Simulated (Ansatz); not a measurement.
**Phases of Mo at 120 GPa**

Structure types of Mo are relaxed in primitive cells with their symmetry kept at 120 GPa, first on PAW files, then by LAPW. The enthalpy is E + pV at zero temperature, without zero-point motion. Only the types listed were tried, and differences under about 5 meV/atom are mesh noise. Not among the end structures: fcc, which may lie lower.

Level of theory: DFT with LDA, scalar-relativistic, in Ansatz 0.2.0; Fermi–Dirac smearing of 0.05 eV, no spin polarisation. LAPW: all electrons, basis error target 0.5 meV/atom; PAW: frozen-core files, cutoff 420 eV.

k meshes: bcc 19×19×19, hcp 17×17×9, beta tin 18×18×18, sc 16×16×16, simple hexagonal 18×18×16.

The PAW files were made under PBE.

```csv
start type,ends as,"a, b, c (Å)",V (Å³/atom),"H − H(lowest), LAPW (meV/atom)"
bcc,"bcc, Im-3m","2.865, 2.865, 2.865",11.75,0.0
hcp,"hcp, P6_3/mmc","2.601, 2.601, 3.980",11.66,454.8
beta tin,"beta tin, I4_1/amd","4.511, 4.511, 2.362",12.02,?
sc,"sc, Pm-3m","2.311, 2.311, 2.311",12.35,1886.7
simple hexagonal,"simple hexagonal, P6/mmm","2.475, 2.475, 2.259",11.98,?
```

Question: Give the missing entry: row "simple hexagonal", column "H − H(lowest), LAPW (meV/atom)".

Answer: 1222.9.

Question: Fill in "H − H(lowest), LAPW (meV/atom)" for the row "beta tin".

Answer: 1215.7.

Question: Split the lead of bcc over hcp into energy and pV.

Answer: For hcp less bcc: ΔE = +527.5 meV/atom, and p·ΔV = 120 GPa × -0.0971 Å³ × 6.242 meV/(GPa·Å³) = -72.7 meV/atom, together 454.8 meV/atom. bcc wins by its internal energy, though it is the less dense.
